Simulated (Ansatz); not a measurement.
PtS2 (CdI2 type), relaxed with r2SCAN+rVV10, was run in the PAW code Ansatz under altered settings. All numbers are computed, without spin polarisation but where a row says otherwise.

```
Pt S
1.0
     3.55264    0.00000    0.00000
    -1.77632    3.07668    0.00000
     0.00000    0.00000    5.12271
Pt S
1 2
Direct
  0.00000 0.00000 0.00000
  0.33333 0.66667 0.23926
  0.66667 0.33333 0.76074
```

The base run's other keys:
```yaml
kpoints:
  mp_grid: { grid: [6, 6, 2] }
hamiltonian:
  xc: hse06
scf:
  occupations: { method: fixed }
  n_extra_bands: 4
```

It takes 18 iterations with 1079 plane waves at 420 eV and 14 k points, and leaves a mean stress of -0.89 GPa. The gap over this mesh is 1.446 eV. It ran on 4 threads of Arm Neoverse N1, with other jobs on the host.

Outcomes, with energy and stress as changes against the base:
```csv
setting,outcome,ΔF (meV/atom),Δ mean stress (GPa),gap on the mesh (eV),iterations,wall time
"PBE hybrid, exx coeff 0.5, omega 0.1 1/Å",converged,–,-5.0,2.797,22,18 s
"PBE hybrid, exx coeff 0.1, omega 0.3 1/Å",converged,–,+2.9,1.013,14,14 s
"PBE hybrid, exx coeff 0.05, omega 0.3 1/Å",converged,–,+3.8,0.930,14,13 s
"PBE hybrid, exx coeff 0.15, omega 0.3 1/Å",converged,–,+2.1,1.101,16,14 s
scf.occupations: gaussian 0.001,converged,0.0,0.0,1.446,18,15 s
```
A dash marks a value that wasn't obtained or can't be compared. Stress is positive in compression. The base took 15 s. The base's mesh is coarse for a hybrid, so its own values aren't converged.

- PBE hybrid, exx coeff 0.5, omega 0.1 1/Å. That is 50 % exact exchange, screened with ω = 0.1 1/Å, against HSE06's 25 % screened at 0.208 1/Å. The mean stress moves by -5.0 GPa and the gap on the mesh by +1.351 eV (to 2.797). Totals of different functionals aren't comparable. The program warns that on this mesh the truncation of the exchange isn't bounded, so part of the change can be an error of the mesh.
- PBE hybrid, exx coeff 0.1, omega 0.3 1/Å. That is 10 % exact exchange, screened with ω = 0.3 1/Å, against HSE06's 25 % screened at 0.208 1/Å. The mean stress moves by +2.9 GPa and the gap on the mesh by -0.432 eV (to 1.013). Totals of different functionals aren't comparable.
- PBE hybrid, exx coeff 0.05, omega 0.3 1/Å. That is 5 % exact exchange, screened with ω = 0.3 1/Å, against HSE06's 25 % screened at 0.208 1/Å. The mean stress moves by +3.8 GPa and the gap on the mesh by -0.516 eV (to 0.930). Totals of different functionals aren't comparable.
- PBE hybrid, exx coeff 0.15, omega 0.3 1/Å. That is 15 % exact exchange, screened with ω = 0.3 1/Å, against HSE06's 25 % screened at 0.208 1/Å. The mean stress moves by +2.1 GPa and the gap on the mesh by -0.345 eV (to 1.101). Totals of different functionals aren't comparable.

Within 1 meV an atom, 0.1 GPa and 0.005 eV of the base stay: scf.occupations: gaussian 0.001.

Spin-orbit coupling is left out, which matters wherever the heavy atoms make up the band edges.

The program warns that its thresholds are loose for a hybrid's stress.

The meshes of the hybrids are coarse, so their gaps aren't converged to the digits shown.
